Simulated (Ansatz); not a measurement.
# Phonon spectrum of Sn3PbSe4

The calculation used DFT PBE, scalar-relativistic, plane waves, PAW (Ansatz 0.2.0). Plane waves to 420 eV; Γ-centred k mesh 8×8×4; Gaussian smearing of 0.01 eV. No spin polarisation. Phonons by linear response, acoustic sum rule imposed.

Equilibrium structure at this level:
```yaml
crystal:
  lattice:
    - [4.31507, 0.00000, 0.00000]
    - [0.00000, 4.31507, 0.00000]
    - [0.00000, 0.00000, 12.20419]
  atoms:
    - { symbol: Sn, position: [0.00000, 0.00000, 0.74859] }
    - { symbol: Sn, position: [0.00000, 0.00000, 0.25141] }
    - { symbol: Sn, position: [0.50000, 0.50000, 0.50000] }
    - { symbol: Pb, position: [0.50000, 0.50000, 0.00000] }
    - { symbol: Se, position: [0.00000, 0.00000, 0.00000] }
    - { symbol: Se, position: [0.50000, 0.50000, 0.25387] }
    - { symbol: Se, position: [0.00000, 0.00000, 0.50000] }
    - { symbol: Se, position: [0.50000, 0.50000, 0.74613] }
```

The cell was found from a structure generator's guess, not taken from experiment. Spin–orbit coupling is left out, which matters for heavy elements. The q mesh is coarse, so values between its points are rough.

Force constants from linear response on a 2×2×1 q mesh.

Path: Γ–X–M–Γ–Z–R–A–Z | X–R | M–A. Only the points of the 2×2×1 mesh were computed; the rest is interpolation, which is rough on so few points. At q = (0.000, 0.000, 0.000) a computed mode is imaginary, 53i cm⁻¹, so the cell is unstable at this level. Distance along the path (Å⁻¹), then the branches (cm⁻¹, negative for imaginary):
```
0.000  -53 -48 -48 0 0 0 22 22 25 25 32 32 40 40 43 53 53 76 82 82 83 89 120 133
0.182  -46 -31 10 15 30 33 34 38 41 41 42 46 49 56 59 65 70 76 87 90 91 93 120 132
0.364  -24 28 32 46 48 49 51 54 56 70 71 75 78 83 84 88 89 98 102 103 107 115 121 133
0.546  31 39 50 54 55 58 59 60 62 79 89 97 99 104 105 108 113 114 118 120 122 125 129 140
0.728  40 42 54 55 58 61 62 63 63 80 96 107 108 111 112 112 120 121 124 126 128 130 133 146
0.910  36 41 54 54 54 59 60 60 61 79 90 96 104 105 105 109 115 117 118 119 124 125 129 141
1.092  23 39 40 48 52 53 53 55 56 69 72 76 88 89 89 96 98 101 104 104 113 117 118 130
1.274  -16 -15 19 36 36 39 42 43 47 50 51 67 68 73 74 77 80 81 87 90 100 102 113 126
1.456  -36 -36 -24 24 24 28 28 34 42 42 51 58 58 68 68 72 73 73 80 85 94 94 112 125
1.714  -9 31 33 36 40 45 48 52 52 52 54 74 75 75 78 82 83 87 90 93 104 106 114 127
1.971  -5 34 44 46 52 54 59 59 64 64 66 77 84 85 89 92 92 97 98 100 112 115 119 131
2.228  -40 20 22 34 38 40 44 46 48 48 50 53 57 67 69 75 77 78 90 94 96 98 120 132
2.486  -53 -48 -48 0 0 0 22 22 25 25 32 32 40 40 43 53 53 76 82 82 83 89 120 133
2.550  -49 -48 -48 5 5 12 23 23 24 24 32 32 40 40 44 53 53 75 82 82 82 89 118 133
2.614  -47 -47 -37 10 10 23 23 23 23 26 31 31 40 40 48 53 53 74 78 82 82 89 112 134
2.679  -46 -46 -24 14 14 20 20 24 24 29 29 41 41 42 53 53 53 72 72 82 82 90 105 134
2.743  -46 -46 -18 16 16 19 19 24 24 28 28 41 41 53 53 54 56 65 70 82 82 91 101 134
2.925  -29 -23 4 28 32 39 40 40 41 44 49 54 55 59 63 65 67 71 76 89 93 93 102 134
3.107  -10 34 43 45 47 51 53 63 68 71 72 74 82 83 86 87 88 95 97 102 104 107 117 133
3.289  23 49 52 53 57 59 60 70 75 80 90 96 97 104 104 106 112 113 113 118 120 122 133 138
3.471  28 50 56 58 60 61 63 72 78 82 95 98 107 112 112 112 118 119 123 126 127 128 134 145
3.653  26 48 54 55 58 59 60 70 76 80 91 96 98 105 105 106 113 113 118 120 120 124 132 139
3.835  19 40 44 49 50 52 55 62 74 74 76 77 88 89 91 92 98 99 101 103 103 112 122 128
4.017  -14 14 16 37 38 39 43 48 53 57 67 70 70 70 73 77 81 82 82 92 94 100 103 126
4.199  -35 -35 24 26 26 26 26 43 43 51 58 58 68 68 69 69 73 73 73 89 92 94 94 125
4.457  12 25 32 39 44 48 50 55 58 61 71 72 74 76 77 82 84 85 87 93 95 105 106 126
4.714  -8 38 44 52 56 56 64 67 69 71 72 74 84 88 88 89 92 92 98 98 102 114 115 130
4.971  -23 24 24 37 41 42 48 49 52 55 57 60 62 68 68 70 76 77 79 94 97 98 102 133
5.229  -46 -46 -18 16 16 19 19 24 24 28 28 41 41 53 53 54 56 65 70 82 82 91 101 134
5.261  40 43 54 55 58 61 63 63 63 80 96 107 108 111 112 112 120 121 124 126 128 130 133 146
5.325  38 44 56 58 58 61 63 63 68 80 96 107 109 109 111 112 120 121 123 126 128 129 133 146
5.390  33 47 56 58 61 62 63 66 74 78 96 104 107 110 111 112 119 120 122 126 128 128 134 146
5.454  29 49 56 58 61 61 63 72 78 80 96 99 107 112 112 112 119 119 123 126 127 128 134 145
5.486  -36 -36 -24 24 24 28 28 34 42 42 51 58 58 68 68 72 73 73 80 85 94 94 112 125
5.551  -36 -36 -19 24 24 28 28 37 42 42 52 58 58 68 68 72 73 73 79 85 94 94 110 125
5.615  -36 -36 9 25 25 27 27 42 43 43 57 58 58 68 68 72 73 73 76 85 94 94 105 125
5.679  -35 -35 21 26 26 26 26 43 43 48 58 58 64 68 68 71 73 73 73 86 94 94 98 125
5.744  -35 -35 24 26 26 26 26 43 43 51 58 58 68 68 69 69 73 73 73 89 92 94 94 125
```
